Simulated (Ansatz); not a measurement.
YBRh3 (cubic perovskite, space group No. 221), plane-wave PAW r²SCAN (Ansatz code), all energies at zero smearing, with the estimated change up to a 700 eV cutoff added, with one set of potentials and settings (totals compare only within such a set). Cell of 5 atoms (1 Y, 3 Rh, 1 B): -23266.261 eV.

```
element                reference phase  E (eV/atom)
-------  -----------------------------  -----------
Y        P6_3/mmc, 2 atoms in the cell   -3859.7073
Rh          Fm-3m, 1 atoms in the cell   -6415.2735
B           R-3m, 12 atoms in the cell    -156.5544
```

Formation energy per atom, worked out: (-23266.261 − 1×(-3859.7073) − 3×(-6415.2735) − 1×(-156.5544))/5 = -0.836 eV/atom (-81 kJ per mol of atoms), at 0 K, without zero-point energy or fitted corrections.

Space group Pm-3m (cubic perovskite). The workflow started from an entry of the Crystallography Open Database (COD). Whether it is the stable phase at ambient conditions was not checked. The r²SCAN relaxation kept the symmetry of its start; its stability against distortions is not shown here. No spin polarisation was allowed. The references are the lowest solids computed at this level, not always the standard phases.

Potentials: the later of the program's two PAW sets.
